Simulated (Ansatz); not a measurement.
**Rb3Ba: how the plane-wave cutoff moves the results**

Method: Ansatz 0.2.0, DFT PBEsol, scalar-relativistic, plane waves, PAW.

```
Rb Ba
1.0
     0.00000    5.51443    5.51443
     5.51443    0.00000    5.51443
     5.51443    5.51443    0.00000
Rb Ba
3 1
Cartesian
  2.7572 2.7572 2.7572
  8.2716 8.2716 8.2716
  5.5144 5.5144 5.5144
  0.0000 0.0000 0.0000
```

```
Γ-centred k-mesh               : 8×8×8
occupation rule                : Gaussian smearing, 0.1 eV
spin treatment                 : unpolarised
valence charge of the PAW sets : Rb 9, Ba 10
```

The atoms stay fixed while the plane-wave cutoff is varied. ΔE is the energy extrapolated to zero smearing, less that of the reference run (500 eV). The cell isn't necessarily relaxed at this level. Spin–orbit coupling is left out. Pressure is positive in compression and holds a correction for the finite cutoff (Pulay stress).

```
cutoff (eV)  ΔE (meV/atom) P (GPa) plane waves at Γ
        250           30.3    -0.24              2975
        300              ?        ?                 ?
        350           0.37    -0.24              5029
        420           0.03    -0.24              6567
        500           0.00    -0.24              8609
```

Question: Fill in the withheld rows.

Answer: The withheld rows:

```tsv
cutoff (eV)	ΔE (meV/atom)	P (GPa)	plane waves at Γ
300	3.49	-0.24	3839
```